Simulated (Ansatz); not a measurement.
IrOs3 (Cu3Au type, Pm-3m), a = b = c = 3.8207 Å, α = β = γ = 90.00°.

Relaxed with PBEsol.

Question: Decompose the optical modes at the zone centre into irreducible representations, and say which are infrared and Raman allowed.

Answer: Point group m-3m: Γ_opt = 2T1u + T2u. Infrared: T1u. Raman: none.

Question: Assign frequencies (DFPT, the program Ansatz at the PBEsol level (PAW)).

Answer: T1u 101, T2u 133, T1u 139 cm⁻¹.

The start of the workflow was typed in or built on a structure type; neither database checked (COD, Materials Project) lists it. Whether it is the stable phase at ambient conditions was not checked. The cell was relaxed with PBEsol under the symmetry of its start; whether a distortion lowers the energy is not shown. The run is not spin-polarised. As this level gives no gap, phonon frequencies hold no LO–TO term and depend on the k-mesh and smearing (Fermi–Dirac, 0.1 eV here). Spin–orbit coupling is left out wherever it is not named.

Potentials: the earlier of the program's two PAW sets. The files were generated under PBE; for other functionals the program regenerates the frozen cores, and for LDA and PBEsol the local potential too.
